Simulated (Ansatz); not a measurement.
PbI$_{2}$ (fluorite, space group No. 225) under volume change, PBE in the plane-wave PAW code Ansatz, scaled uniformly.

```csv
V (Å³/atom),E − E(relaxed) (meV/atom),P (GPa)
38.330,32.2,2.97
39.594,13.5,1.81
40.858,3.2,0.83
42.121,0.0,0.00
43.385,2.8,-0.69
44.649,10.7,-1.28
45.912,22.7,-1.77
```

What does a third-order Birch–Murnaghan fit give for V₀, B₀ and B′?

V₀ = 42.12 Å³/atom, B₀ = 25.2 GPa, B′ = 4.7.

Space group Fm-3m (fluorite). The cell is a constructed one: a structure type filled with these elements; neither database checked (COD, Materials Project) lists it. It is not the phase usual at ambient conditions (space group No. 164). Symmetry was held in the PBE relaxation; its stability against distortions is not shown here. Spin–orbit coupling is left out wherever it is not named.

Potentials: the later of the program's two PAW sets.
